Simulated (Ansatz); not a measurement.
ZnF2 (rutile, P4_2/mnm), LDA (plane waves, PAW; program Ansatz). The conduction-band minimum lies at Γ, with 1 equivalent valley. Second derivatives d²E/dk² of the lowest band at one valley (eV·Å²), along Cartesian directions:

```tsv
direction	d²E/dk²
[100]	17.27
[010]	17.27
[001]	18.89
[110]	17.27
[101]	18.08
[011]	18.08
```

Problem. Find the principal effective masses, the density-of-states mass and the conductivity mass.

Solution. Off-diagonal terms follow from H_xy = H[110] − (H_xx + H_yy)/2, and m*/mₑ = 7.620 eV·Å² over each eigenvalue: 0.40, 0.44, 0.44. One valley's DOS mass (m₁m₂m₃)^(1/3) = 0.43, conductivity mass 3/(Σ 1/mᵢ) = 0.43 mₑ.

Problem. What effective density of states Nc follows at 300 K for parabolic valleys?

Solution. Nc = 2.509e19 × 1 × (0.43)^(3/2) ≈ 7.1e18 cm⁻³.

The LDA relaxation kept the symmetry of its start.

Potentials: the later of the program's two PAW sets.

Edges and masses are those of Kohn–Sham bands, whose gap is no quasiparticle gap.
